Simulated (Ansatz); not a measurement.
## A plane-wave run on FeGe

The input, for Ansatz 0.2.0 (plane waves, PAW):

```yaml
crystal:
  lattice:
    - [4.712421, 0.0, 0.0]
    - [0.0, 4.712421, 0.0]
    - [0.0, 0.0, 4.712421]
  atoms:
    - { symbol: Ge, position: [0.842, 0.842, 0.842] }
    - { symbol: Ge, position: [0.658, 0.158, 0.342] }
    - { symbol: Ge, position: [0.342, 0.658, 0.158] }
    - { symbol: Ge, position: [0.158, 0.342, 0.658] }
    - { symbol: Fe, position: [0.135, 0.135, 0.135] }
    - { symbol: Fe, position: [0.365, 0.865, 0.635] }
    - { symbol: Fe, position: [0.635, 0.365, 0.865] }
    - { symbol: Fe, position: [0.865, 0.635, 0.365] }
  symmetry: { tolerance: 0.0003 }
kpoints:
  mp_grid: { grid: [7, 7, 7], shift: [0, 0, 0] }
  band_path:
    path:
      - [0.0, 0.0, 0.0]
      - [0.0, 0.5, 0.0]
      - [0.5, 0.5, 0.0]
      - [0.0, 0.0, 0.0]
      - [0.5, 0.5, 0.5]
      - [0.0, 0.5, 0.0]
      - [0.5, 0.5, 0.5]
      - [0.5, 0.5, 0.0]
      - [0.5, 0.0, 0.0]
    npoints: 7
magnetization:
  spin_polarized: false
scf:
  occupations: { method: fermi_dirac, width: 0.1078 }
  lower_state_search: "off"
  max_iter: 200
hamiltonian:
  pseudopotentials: { kind: paw }
  xc: r2scan
basis:
  ecutwfc: 500
  fft_grid_basis: typed
output:
  forces: true
  stress: true
  eigenvalues: true
  bader: true
  populations: true
  elf: true
  write_potential: true
  volumetric_format: npy
  dos:
    e_range: [-12, 8]
    de: 0.05
    projected: { site_lists: { Fe: [Fe], Ge: [Ge] } }
checkpoint:
  read: saved_state
```

The saved state is an earlier solution for the same cell, perhaps on another mesh. 

Excerpt of what it printed:

```
Pseudopotentials: kind: paw
Pseudopotential: Ge, paw, valence charge 14, recommended cutoff 500 eV (meta_gga), Ge.paw.azcp
Pseudopotential: Fe, paw, valence charge 16, recommended cutoff 500 eV (meta_gga), Fe.paw.azcp
Functional definition: r2SCAN
  exchange = r2scan_x(k0 = k0, k1 = k1, a1 = a1)
  correlation = r2scan_c
Crystal: 8 atoms, lattice volume = 104.648 Å³
Basis set: ecut = 500 eV, 2601 PW (Γ), exchange–correlation on 144×144×144 points (64 copies of the dense FFT grid, shifted against one another)
Bands: 72, of which v1, the nominal top of the filled ones, is band 60 counted from 1 (59 counted from 0)
Symmetry: 12 space group operations
Space group: P213 (ITA 198), of the structure as read, at distance tolerance 1.4e-3 Å
k-points: 24 of 343 (time reversal used)
Initial density: read from a saved state, or passed on in memory by an earlier SCF of this step, an earlier step, the calling program or the single point that the run made first
Functional: x = r2scan, c = r2scan; τ floored in thin density (d = 2e-4 eV/Å³)
SCF iter   1: F=-35153.1100 eV  Δρ=5.21e-3  dr2=2.07e-3  dr2_τ=1.40e-2
SCF iter   2: F=-35153.1119 eV  Δρ=2.79e-3  dr2=8.19e-4  dr2_τ=1.34e-3
SCF iter   3: F=-35153.1118 eV  Δρ=1.18e-3  dr2=7.50e-4  dr2_τ=1.29e-4
SCF iter   4: F=-35153.1124 eV  Δρ=2.06e-4  dr2=2.61e-5  dr2_τ=1.81e-6
SCF iter   5: F=-35153.1124 eV  Δρ=7.87e-5  dr2=6.49e-6  dr2_τ=1.73e-7
SCF iter   6: F=-35153.1124 eV  Δρ=3.43e-5  dr2=1.05e-6  dr2_τ=7.49e-8
SCF iter   7: F=-35153.1124 eV  Δρ=1.60e-5  dr2=1.77e-7  dr2_τ=7.84e-9
SCF iter   8: F=-35153.1124 eV  Δρ=6.53e-6  dr2=3.94e-8  dr2_τ=1.02e-9
Free energy (F): -35153.1124 eV
Harris-Foulkes:  -35153.1124 eV  (|F-HF|=4.53e-9)
Internal energy: -35152.8672 eV  (E = F + TS)
E sigma→0 (E₀):  -35152.9898 eV
Entropy (-TS):   -0.2452 eV (-30.650 meV/atom)
Fermi energy:    16.2573 eV
--- Per-component energies (eV) ---
  E_band       = -1261.5075
  E_kinetic    = 1862.9432
  E_local      = -16517.7074  (includes V_loc(G=0)·N_el)
  E_nonlocal   = 2562.2782
  E_hartree    = 7151.1445
  E_xc         = -732.9166
  E_vxc        = -950.6082  (∫ρ·V_xc dr)
  E_paw        = -13648.8208  (= ΣΔE_a)
  E_vpaw       = -2585.1486  (= ΣTr[D̂ρ^β])
  E_aug_tail   = 0.0012  (compensation charges beyond the density's cutoff)
  E_vtau       = 64.4241  (kinetic-family band-sum trace: ∫τ·v_τ [+ j·A + Jᵃ·Aᵃ] dr)
  E_ewald      = -15824.2886
  E_core_change = -5.5010  (= ΣΔE_core)
  E_smearing   = -0.2452  (= −TS)
--- Forces (eV/Å), atoms counted from 1 ---
  atom   1  Ge    -0.2348    -0.2348    -0.2348
  atom   2  Ge     0.2348     0.2348    -0.2348
  atom   3  Ge    -0.2348     0.2348     0.2348
  atom   4  Ge     0.2348    -0.2348     0.2348
  atom   5  Fe    -0.1929    -0.1929    -0.1929
  atom   6  Fe     0.1929     0.1929    -0.1929
  atom   7  Fe    -0.1929     0.1929     0.1929
  atom   8  Fe     0.1929    -0.1929     0.1929
--- Stress (GPa, compression-positive) ---
      -13.8662       0.0000       0.0000
        0.0000     -13.8662       0.0000
        0.0000       0.0000     -13.8662
  P = ⅓ Tr σ = -13.8662 GPa (-138.662 kbar)
--- Löwdin populations: 8 sites ---
  site symbol       q [e]
     0     Ge     14.1845
     1     Ge     14.1845
     2     Ge     14.1845
     3     Ge     14.1845
     4     Fe     15.6315
     5     Fe     15.6315
     6     Fe     15.6315
     7     Fe     15.6315
  spilling = 0.0061 (of n_electrons = 120.0000)
--- Bader charges: 8 sites ---
  site symbol  charge [e]  shift [e]
     0     Ge     -0.0617     0.0005
     1     Ge     -0.0617     0.0005
     2     Ge     -0.0617     0.0005
     3     Ge     -0.0617     0.0005
     4     Fe      0.0617     0.0005
     5     Fe      0.0617     0.0005
     6     Fe      0.0617     0.0005
     7     Fe      0.0617     0.0005
```

Total energies depend on the potentials used, so only differences within one code and one set of settings carry meaning.

Origin: a database entry at a rescaled volume. Caveats: no spin polarisation, so a magnetic state may lie lower; atoms or cell far from equilibrium.
